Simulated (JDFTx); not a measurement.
Si(111) slab cut from bulk Si (space group Fd-3m, indices of the conventional cell, lattice of the Materials Project entry mp-149, not re-optimised): 12 atoms in 6 planes, a (2×1) cell of 25.66 Å² (|a| = 7.699, |b| = 3.849 Å), 7.1 Å between the outermost planes, cell height 26.1 Å, 3×6×1 k mesh, Fermi smearing 0.003 Ha, no spin polarisation. Both faces carry F and Cl (1.00 monolayer in all).

Level of theory: PBE, GBRV ultrasoft potentials, plane waves to 20/100 Ha; code: a modified build of JDFTx. Each face has two sites a cell, capped by F and F, F and Cl, or Cl and Cl, and relaxed in vacuum within the start's symmetry. The ionisation potential is minus the Kohn-Sham valence edge against vacuum. No zero-point energy or vibrational entropy is included.

| caps | energy of the cell (eV) | ionisation potential (eV) |
|---|---|---|
| all F | -3947.840 | 6.63 |
| half F, half Cl | -3442.703 | 6.09 |
| all Cl | -2937.465 | 5.72 |

Worked example: the mixing energy a site, and the change of the surface dipole a site on going from F to Cl.

The cell has four sites (two a face). Mixing energy: [-3442.703 − ½(-3947.840 + -2937.465)]/4 = -13 meV a site; no gas reference enters. Within this ordered cell the caps prefer to mix. The ionisation potential changes by -0.91 eV. Read as a dipole layer, ΔIP = 4π(e²/4πε₀) p/A with A = 12.83 Å² a site and e²/4πε₀ = 14.40 eV Å gives p = -0.064 e Å = -0.31 D a site, negative end outward where positive. This takes the valence edge to be the same kind of state under both caps, which surface states can spoil.
